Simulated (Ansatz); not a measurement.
All numbers below come from Ansatz 0.2.0, DFT, r2SCAN, plane waves (500 eV) with PAW, scalar-relativistic. The PAW files were generated under PBE, with cores re-solved for the functional.

An element in the hcp structure gives this curve. The cell is scaled uniformly from the relaxed one, with fractional coordinates and shape fixed. Energies are extrapolated to zero smearing, pressures are those at the given smearing. Magnetic state: spin not included.

```
V (Å³/atom)  E − E₀ (meV/atom)  P (GPa)
     13.570              237.9    47.87
     14.187               95.3    27.77
     14.804               21.1    12.16
     15.420                0.0     0.07
     16.037               19.9    -9.28
     16.654               71.5   -16.45
     17.271              147.2   -21.91
```

(1) Which element is it?
A. rhenium
B. zinc
C. platinum
D. osmium

Answers

(1) C. Its fit is V₀ = 15.40 Å³/atom, B₀ = 266 GPa, B₀′ = 5.4.
